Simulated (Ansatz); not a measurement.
**NbAl4F3: rattling a relaxed structure**

It was reached by relaxing an invented guess, and it needn't be the stable form of this composition.

Theory: Ansatz 0.2.0, DFT PBE, scalar-relativistic, plane waves, PAW. Settings: cutoff 420 eV, Γ-centred mesh 8×8×6 on the computed 8-atom cell, Gaussian smearing of 0.10 eV; no spin polarisation.

The cell below (8 atoms, space group Cm (No. 8)) is relaxed within its symmetry.

```cif
data_structure
_symmetry_space_group_name_H-M 'P 1'
_symmetry_Int_Tables_number 1
_cell_length_a 4.9765
_cell_length_b 4.9765
_cell_length_c 5.8743
_cell_angle_alpha 95.123
_cell_angle_beta 95.123
_cell_angle_gamma 110.378
_cell_volume 134.70
loop_
_atom_site_label
_atom_site_type_symbol
_atom_site_fract_x
_atom_site_fract_y
_atom_site_fract_z
_atom_site_occupancy
Al1 Al 0.85061 0.35118 0.32431 1
Al2 Al 0.35118 0.85061 0.32431 1
Al3 Al 0.32044 0.32044 0.10428 1
Al4 Al 0.90099 0.90099 0.63588 1
Nb1 Nb 0.82643 0.82643 0.17505 1
F1 F 0.21592 0.21592 0.78975 1
F2 F 0.65841 0.95477 0.82855 1
F3 F 0.95477 0.65841 0.82855 1
```

For the test it was strained at random (σ = 1.5 % a component), the atoms were moved at random (σ = 0.15 Å), and all was relaxed again on a coarse 6×6×4 mesh (in the run’s order of axes) with 0.20 eV smearing, with no symmetry imposed.

Question: Does it come back?

Answer: It returns, within 1 meV/atom of the unmoved cell on that mesh and with the same symmetry when read at 0.1 Å (P1 at 0.01 Å, so small strains and shifts remain). No instability shows in this cell; modes of other wave vectors, which need another repeat, aren't tested.
